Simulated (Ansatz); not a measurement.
An Ansatz (a program for electronic structure) input:

Ansatz 0.2 input:
```yaml
crystal:
  lattice:
    - [0.0, 2.9341941809, 2.9341941809]
    - [2.9341941809, 0.0, 2.9341941809]
    - [2.9341941809, 2.9341941809, 0.0]
  atoms:
    - { symbol: Ca, position: [0.0, 0.0, 0.0] }
    - { symbol: Se, position: [0.5, 0.5, 0.5] }
kpoints:
  mp_grid: { grid: [6, 6, 6] }
hamiltonian:
  xc: hse06
  pseudopotentials: { kind: paw }
scf:
  n_extra_bands: 6
  occupations: { method: fixed }
output:
  eigenvalues: true
  eigenstates:
    e_range: [-9.0, 10.8]
    kpoints:
      - [0.0, 0.0, 0.0]  # VBM
      - [0.0, 0.5, 0.5]  # CBM
      - [0.0, 0.0, 0.0]  # GAMMA
      - [0.5, 0.0, 0.5]  # X
      - [0.5, 0.5, 0.5]  # L
      - [0.5, 0.25, 0.75]  # W
      - [0.375, 0.375, 0.75]  # K
      - [0.625, 0.25, 0.625]  # U
```

Task: How many symmetry operations and irreducible k-points will the run report?

Result: 48 operations, 16 of 216 k-points.

Task: With a cutoff of 420 eV, how many plane waves at Γ?

Result: 965.

It took around 2.3 core-minutes (rough) on shared server cores.

The points marked VBM and CBM come from a semilocal run.

Space group Fm-3m (rock salt). The PBEsol relaxation kept the symmetry of its start.

Potentials: the later of the program's two PAW sets.

Ansatz is a plane-wave DFT program.
